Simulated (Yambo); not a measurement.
Yambo run on a free-standing NbIO$_{2}$ monolayer (symmetry P2_1/m, slab cell 23.7 Å high). The wavefunctions are PBEsol (pw.x of Quantum ESPRESSO, ONCV potentials, scalar-relativistic) ones on a 4×4×1 mesh (32 occupied bands); a = 3.893 Å, b = 3.750 Å, c = 23.700 Å, α = 90.00°, β = 90.00°, γ = 90.00°.

Yambo input:

```
rim_cut
gw0
dyson
el_el_corr
HF_and_locXC
ppa
em1d
rim_w
RandQpts= 1000000
RandGvec= 2 Ry
CUTGeo= "slab z"
EXXRLvcs= 84 Ry
VXCRLvcs= 336 Ry
Chimod= "HARTREE"
% BndsRnXp
 3 | 146 |
%
NGsBlkXp= 5 Ry
% LongDrXp
 1.0 | 1.0 | 0.0 |
%
RandGvecW= 693 mRy
PPAPntXp= 27.2114 eV
% GbndRnge
 1 | 100 |
%
GTermKind= "BG"
DysSolver= "n"
ExtendOut
% QPkrange
 1 | 1 | 33 | 33 |
 3 | 3 | 32 | 33 |
%
```

k points by index: 1 = Γ, 3 = (0, -0.5).

Resulting energies as the program prints them:

```
#    K-point    Band    Eo [eV]    E [eV]    E-Eo [eV]    Vxc [eV]    Vnlxc [eV]    Sc|Eo [eV]    Sc|E [eV]    dSc/dw|Eo [eV]    Re(Z)    Im(Z)
#
    1    33    0.873306    2.136055    1.262749    -15.85088    -11.10081    -3.135982    -3.487320    -7.569785    0.782353    -0.002215
    3    32    0.000000    -0.419255    -0.419255    -12.30088    -14.33250    1.496028    1.612358    -7.547009    0.782865    -0.002325
    3    33    1.123308    2.375116    1.251808    -16.03587    -11.18727    -3.242829    -3.596793    -7.692983    0.779592    -0.002224
```
(The two width columns are left out.) Convergence of these settings isn't established.

Spin-orbit coupling is not included.

Geometry relaxed with PBEsol.

This is a model layer cut from the bulk structure; whether it is stable on its own was not checked.
